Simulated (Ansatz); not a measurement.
**YRh2: pressure against volume**

YRh2, Fd-3m, a = 7.498 Å. The structure is a COD entry; whether it is the stable form wasn't checked. Ansatz: r2SCAN, PAW, 500 eV, Γ-centred 8×8×8 mesh on 6 atoms, Gaussian smearing 0.10 eV; no spin polarisation. Symmetry fixes shape and atoms, so the cell is only scaled; pressure is positive in compression.

| V (Å³/atom) | P (GPa) |
| --- | --- |
| 15.456 | ? |
| 15.983 | 19.48 |
| 16.510 | 11.88 |
| 17.037 | 5.45 |
| 17.564 | 0.01 |
| 18.091 | -4.59 |
| 18.618 | -8.48 |
| 19.320 | -12.73 |

Take V0 = 17.564 Å³/atom, count pressures from its P0 = 0.01 GPa, fit the third-order Birch–Murnaghan form to the other rows, and predict the missing pressure.

With the Eulerian strain f = ½[(V0/V)^(2/3) − 1] and y = (P − P0)/[3f(1 + 2f)^(5/2)], the form is the line y = B0 + 1.5 B0 (B0′ − 4) f. Rows (f, y): 0.03245, 170.9; 0.02106, 169.5; 0.01026, 168.0; -0.00976, 165.0; -0.01905, 163.7; -0.03078, 161.7. Means f = 0.0006967, y = 166.47; Σ(Δf)² = 0.003004, ΣΔfΔy = 0.4372; the slope is their ratio. y = 166.4 + 145.5 f GPa, so B0 = 166.4 GPa and B0′ = 4 + 2 × (145.5)/(3 × 166.4) = 4.58. At V = 15.456, f = 0.04449, y = 172.87 and P = 28.56 GPa. The run gave 28.48 GPa, so the fit is 0.08 GPa too high, a small miss on the scale of the series.

Cost: 8 runs of about 3.5 core-minutes in all, on Arm Neoverse V1 (shared hosts).